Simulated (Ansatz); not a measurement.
# Self-consistent spin–orbit runs of CoGe along several axes

Computed with DFT PBEsol, spin-orbit coupling, plane waves, PAW in Ansatz.

```
CELL_PARAMETERS angstrom
2.86169 0.00000 0.00000
0.00000 2.86169 0.00000
0.00000 0.00000 2.89191
ATOMIC_POSITIONS crystal
Co 0.00000 0.00000 0.00000
Ge 0.50000 0.50000 0.50000
```

```
plane-wave cutoff                               : 420 eV
Γ-centred k-mesh                                : 14×14×14
occupation rule                                 : Gaussian smearing, 0.1 eV
list of starting moments (μB, in atom order)    : 2 0
check for lower electronic states after the SCF : on
```

The moments start along each conventional axis in turn. Free energies count from the first axis and are rough on this mesh. The states are those that the runs reached from these starts; a lower one can exist.

```json
{"axis": "c", "Cartesian direction": "0.000 0.000 1.000", "ΔF (meV/cell)": "0.000", "site spin moments along the axis, as the non-collinear run integrates them (μB)": "Co +0.65"}
{"axis": "a", "Cartesian direction": "1.000 0.000 0.000", "ΔF (meV/cell)": "0.011", "site spin moments along the axis, as the non-collinear run integrates them (μB)": "Co +0.65"}
```

Cost: 2 runs of about 6.6 core-minutes in all, on Intel Xeon Processor @ 2.70GHz (shared hosts).